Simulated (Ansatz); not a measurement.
Na (diamond, space group No. 227) under volume change, PBE in the plane-wave PAW code Ansatz, scaled uniformly.

```json
[
 {"V (Å³/atom)": "49.519", "E − E(relaxed) (meV/atom)": "4.9", "P (GPa)": "0.34"},
 {"V (Å³/atom)": "51.152", "E − E(relaxed) (meV/atom)": "2.1", "P (GPa)": "0.21"},
 {"V (Å³/atom)": "52.785", "E − E(relaxed) (meV/atom)": "0.5", "P (GPa)": "0.10"},
 {"V (Å³/atom)": "54.417", "E − E(relaxed) (meV/atom)": "0.0", "P (GPa)": "0.01"},
 {"V (Å³/atom)": "56.050", "E − E(relaxed) (meV/atom)": "0.4", "P (GPa)": "-0.08"},
 {"V (Å³/atom)": "57.682", "E − E(relaxed) (meV/atom)": "1.6", "P (GPa)": "-0.15"},
 {"V (Å³/atom)": "59.315", "E − E(relaxed) (meV/atom)": "3.4", "P (GPa)": "-0.22"}
]
```

Problem. What does a third-order Birch–Murnaghan fit give for V₀, B₀ and B′?

Solution. V₀ = 54.53 Å³/atom, B₀ = 3.0 GPa, B′ = 3.4.

Space group Fd-3m (diamond). The start of the workflow was typed in or built on a structure type; neither database checked (COD, Materials Project) lists it. It is not the phase usual at ambient conditions (space group No. 229). The PBE relaxation kept the symmetry of its start; whether a distortion lowers the energy is not shown.

Potentials: the later of the program's two PAW sets.
